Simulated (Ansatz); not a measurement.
Te₂Mo (fluorite or antifluorite type, space group No. 225) under volume change, DFT-PBE in the program Ansatz with PAW potentials, scaled uniformly.

```csv
V (Å³/atom),E − E(relaxed) (meV/atom),P (GPa)
22.349,67.6,10.66
23.085,[?],[?]
23.822,6.6,2.98
24.559,0.0,0.00
25.296,6.0,-2.53
26.032,[?],[?]
26.769,48.4,-6.46
```

Problem. Fill in the missing entries.

Solution. 
- 23.085, E − E(relaxed) (meV/atom): 28.3
- 23.085, P (GPa): 6.52
- 26.032, E − E(relaxed) (meV/atom): 22.7
- 26.032, P (GPa): -4.67

Problem. What does a third-order Birch–Murnaghan fit give for V₀, B₀ and B′?

Solution. V₀ = 24.56 Å³/atom, B₀ = 91.3 GPa, B′ = 4.5.

Space group Fm-3m (fluorite or antifluorite type). A made-up cell: these elements were put on the sites of a structure type; neither database checked (COD, Materials Project) lists it. It is not the phase usual at ambient conditions (space group No. 194). Symmetry was held in the PBE relaxation; whether a distortion lowers the energy is not shown. No spin polarisation was allowed. Spin–orbit coupling is left out wherever it is not named.

Potentials: the later of the program's two PAW sets.
